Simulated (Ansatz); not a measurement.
Values for one crystal, relaxed and computed with DFT-LDA in the program Ansatz with PAW potentials; other levels are named.

- Volume per atom: 9.53 Å³
- Band gap: 3.32 eV (indirect)
- Hole effective mass: 0.82, 0.98, 1.8 mₑ (principal values)
- Smallest direct gap on the standard path: 3.44 eV
- Dynamical stability on the path: stable (no imaginary branch)
- Bulk modulus (Birch–Murnaghan fit): 50.9 GPa
- Pressure derivative B′: 2.9

**Question.** Pick the material that matches.
A. Rb2InAgF6, Fm-3m (Rb on 8c, In on 4a, Ag on 4b, F on 24e)
B. WS2, P6_3/mmc (W on 2c, S on 4f)
C. MgH2, Pbcn (Mg on 4c, H on 8d)
D. KAlH4, I4_1/a (K on 4b, H on 16f, Al on 4a)

**Answer.** C, MgH2, Pbcn (Mg on 4c, H on 8d)

The first step of the workflow began from a Materials Project structure, measured or hypothetical; the Crystallography Open Database copy checked does not list it. It is not the phase usual at ambient conditions (space group No. 136). The cell was relaxed with LDA under the symmetry of its start.

Potentials: the later of the program's two PAW sets.
